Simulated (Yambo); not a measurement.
**Convergence of the G0W0 gap of MgPdF6**

G0W0@LDA for MgPdF6 (space group R-3, No. 148) in Yambo. Reference settings: 4×4×4 Γ-centred k mesh, bands 6 to 120 and a 6 Ry block in the screening, 120 bands in G with the Bruneval-Gonze terminator, plasmon pole fitted at 27.2 eV. The LDA gap F → F on this mesh is 1.83 eV; G0W0 gaps are taken between the same points.

| change from the reference | G0W0 gap F → F (eV) | shift of the valence edge (eV) |
|---|---|---|
| reference settings | 4.97 | -1.49 |
| 60 bands in W, 60 bands in G | 5.05 | -1.45 |
| 77 bands in W, 77 bands in G | 5.01 | -1.44 |
| 60 bands in W, 60 bands in G, 4 Ry block | 5.19 | -1.61 |
| 77 bands in W, 77 bands in G, 4 Ry block | 5.15 | -1.60 |
| 98 bands in W, 98 bands in G, 4 Ry block | 5.13 | -1.62 |
| 3 Ry block | 5.29 | -1.81 |
| 2 Ry block | 5.81 | -2.35 |
| 5 Ry block | 5.05 | -1.55 |
| 2×2×2 mesh | 4.92 | -1.39 |
| 47 bands in W, 47 bands in G, no terminator | 5.25 | -1.31 |
| 47 bands in W, 47 bands in G, 3 Ry block, no terminator | 5.54 | -1.73 |
| 60 bands in W, 60 bands in G, 3 Ry block, no terminator | 5.40 | -1.61 |
| 60 bands in W, 60 bands in G, no terminator | 5.10 | -1.18 |
| 77 bands in W, 77 bands in G, 3 Ry block, no terminator | 5.39 | -1.60 |

The reference isn't shown to be the converged limit.

Spin-orbit splittings are left out.

Geometry of the Materials Project entry, not relaxed at this level; primitive cell a = 5.3335 Å, b = 5.3335 Å, c = 5.3335 Å, α = 55.07°, β = 55.07°, γ = 55.07°.

A shift is the quasiparticle energy of the state minus its LDA energy.
